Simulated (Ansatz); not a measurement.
NbH₂ (fluorite, space group No. 225) under volume change, plane-wave PAW r²SCAN (Ansatz code), scaled uniformly.

```csv
V (Å³/atom),E − E(relaxed) (meV/atom),P (GPa)
7.129,43.3,21.32
7.364,18.2,13.10
7.599,4.3,6.05
7.834,0.0,0.00
8.069,3.9,-5.20
8.304,14.9,-9.66
8.539,31.9,-13.49
```

Q: What does a third-order Birch–Murnaghan fit give for V₀, B₀ and B′?

A: V₀ = 7.83 Å³/atom, B₀ = 187 GPa, B′ = 4.1.

Space group Fm-3m (fluorite). The workflow started from an entry of the Crystallography Open Database (COD). Its standing as an ambient phase is unchecked. The r²SCAN relaxation kept the symmetry of its start; whether a distortion lowers the energy is not shown. The run is not spin-polarised.

Potentials: the later of the program's two PAW sets.
